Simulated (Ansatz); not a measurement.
This guess for TlGaPtC6N6 is about to be relaxed.

```cif
data_structure
_symmetry_space_group_name_H-M 'P 1'
_symmetry_Int_Tables_number 1
_cell_length_a 7.1729
_cell_length_b 7.1729
_cell_length_c 7.1729
_cell_angle_alpha 60.000
_cell_angle_beta 60.000
_cell_angle_gamma 60.000
_cell_volume 260.96
loop_
_atom_site_label
_atom_site_type_symbol
_atom_site_fract_x
_atom_site_fract_y
_atom_site_fract_z
_atom_site_occupancy
Tl1 Tl 0.75000 0.75000 0.75000 1
Ga1 Ga 0.50000 0.50000 0.50000 1
Pt1 Pt 0.00000 0.00000 0.00000 1
C1 C 0.81102 0.18898 0.18898 1
C2 C 0.18898 0.18898 0.81102 1
C3 C 0.81102 0.18898 0.81102 1
C4 C 0.18898 0.81102 0.81102 1
C5 C 0.81102 0.81102 0.18898 1
C6 C 0.18898 0.81102 0.18898 1
N1 N 0.69568 0.30432 0.30432 1
N2 N 0.30432 0.30432 0.69568 1
N3 N 0.69568 0.30432 0.69568 1
N4 N 0.30432 0.69568 0.69568 1
N5 N 0.69568 0.69568 0.30432 1
N6 N 0.30432 0.69568 0.30432 1
```

Computed with DFT PBE, scalar-relativistic, plane waves, PAW (Ansatz 0.2.0). Cutoff 420 eV, Gaussian smearing, Γ-centred meshes. Cell and atoms relax first on a coarse mesh and then on a converged one. In between, the cell is made exact in the group found at 0.06 Å. The steps can't lower the symmetry of their start. Collinear spin is switched on along the way, since trial moments persisted in a coarse test.

A guess keeps its type if space group and coordination stay and the shape of the cell changes little (axis ratios within about 15 %, angles within 6°); the volume may change.

Problem. Does it keep its structure type, or change into something else?

Solution. It keeps its type. The symmetry stays F-43m (No. 216). The volume per atom grows by 20.9 %, from 17.4 to 21.0 Å³. The shortest distance stays 1.17 Å (C–N). Counting neighbours within 15 % of an atom's shortest distance, the start has C 1, Ga 6, N 1, Pt 6, Tl 24 and the end C 1, Ga 6, N 1, Pt 6, Tl 24.

The zero of energy is the elements' standard structures at the same level (N₂ as a molecule); no fitted shifts are applied.

Problem. At what energy does it end?

Solution. +0.495 eV/atom. A positive value: parting into the elements would lower its energy.

The last run used collinear spin, a 6×6×6 mesh for its 15-atom cell and Gaussian smearing of 0.10 eV. Spin–orbit coupling, which can matter for Pt and Tl, is left out. The reference form of C is held partly by dispersion forces, which this level lacks. Another magnetic order may lie lower. A structure relaxed within its symmetry needn't be a true minimum.
